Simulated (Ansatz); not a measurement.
The start is a relaxed W cell shaken by Gaussian noise of σ = 0.08 Å a coordinate. A full variable-cell relaxation at zero pressure is run with PBEsol (plane waves to 420 eV, PAW, scalar-relativistic; Ansatz, a program for electronic structure). The first steps use a coarse 7×7×7 k-mesh.

The start:
```
W
1.0
    5.06103     0.00000     0.00000
    0.00000     5.06103     0.00000
    0.00000     0.00000     5.06103
W
8
Direct
  0.16738   0.14697   0.16356
  0.66244   0.36145   0.85091
  0.88494   0.64061   0.32862
  0.36303   0.86762   0.65800
  0.86784   0.84877   0.85976
  0.33192   0.64268   0.17591
  0.15108   0.33803   0.65429
  0.65046   0.15623   0.35643
```

Q: How much energy is released per atom?

A: 0.10 eV/atom.

Q: Is the relaxed structure metallic? Give its gap.

A: No gap (metallic).

It ends as:

Space group Pa-3 (No. 205); a = 5.061 Å, b = 5.061 Å, c = 5.061 Å, α = 90.00°, β = 90.00°, γ = 90.00°

```json
[
 {"atom": "W", "site": "8c", "symmetry": ".3.", "x": "0.1543", "y": "0.1543", "z": "0.1543"}
]
```

Final values are on a 9×9×9 k-mesh of the relaxed cell. The start holds a very short contact (W–W 2.39 Å). No spin polarisation in the result.

The relaxed structure here is a generated cell of W: the first start was made by placing the elements on the sites of a structure type, and the end was not matched to a known phase here, so it may be hypothetical. Known forms of W include space group No. 229.
